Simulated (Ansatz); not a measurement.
According to plane-wave PAW PBE (Ansatz code), AlP in the hexagonal phase (P6_222; Al on 3d, P on 3c) relaxes to a = 3.851 Å, c = 8.689 Å. Its formation energy from the elements is -0.42 eV/atom, with no fitted shifts.

The Kohn–Sham gap is 0.95 eV (indirect). The valence maximum lies at Γ and the conduction minimum at M (3 equivalent valleys). The electron mass is 0.15, 0.41, 1.4 mₑ (principal values). The hole mass is 0.15, 7.6, 7.6 mₑ (principal values).

An equation-of-state fit gives a bulk modulus of 90.3 GPa.

The start of the workflow was typed in or built on a structure type; neither database checked (COD, Materials Project) lists it. It is not the phase usual at ambient conditions (space group No. 216). Symmetry was held in the PBE relaxation; whether a distortion lowers the energy is not shown. The references are the lowest solids computed at this level, not always the standard phases.

Potentials: the earlier of the program's two PAW sets.
